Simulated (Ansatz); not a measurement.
CdSe:
```xyz
4
Lattice="4.3402 0.0000 0.0000 -2.1701 3.7587 0.0000 0.0000 0.0000 7.0777" Properties=species:S:1:pos:R:3 pbc="T T T"
Cd     2.1701     1.2529     0.0039
Cd     0.0000     2.5058     3.5428
Se     2.1701     1.2529     4.4211
Se     0.0000     2.5058     0.8822
```

Relaxed with r²SCAN. Special points in fractions of this cell's reciprocal vectors: Γ (0.000, 0.000, 0.000); M (0.500, 0.000, 0.000); K (0.333, 0.333, 0.000); A (0.000, 0.000, 0.500); L (0.500, 0.000, 0.500); H (0.333, 0.333, 0.500).

Question: List the band energies nearest the valence-band maximum at these points for r²SCAN (plane waves, PAW; program Ansatz).

Answer: In eV from the valence-band maximum; about four levels below and three above (degenerate sets whole), none deeper than 8.9 eV; points with the same levels are listed once.

| k | below | above |
|---|---|---|
| Γ | -0.73 -0.73 -0.04 0.00 0.00 | 1.10 2.65 6.40 6.40 |
| M | -2.57 -1.80 -1.28 -0.73 | 3.63 3.72 5.10 |
| K | -2.97 -1.81 -1.81 -1.63 | 4.56 5.16 5.16 |
| A | -0.38 -0.38 -0.38 -0.38 | 2.79 2.79 6.26 6.26 |
| L | -1.31 -1.31 -1.30 -1.30 | 3.34 3.34 5.28 5.28 |
| H | -2.36 -2.36 -1.08 -1.08 | 4.20 4.20 6.13 6.13 |

Space group P6_3mc (wurtzite). The cell was relaxed with r²SCAN under the symmetry of its start; of distortions, only those at the zone centre were tested. Spin–orbit coupling is left out wherever it is not named.

Potentials: the later of the program's two PAW sets.
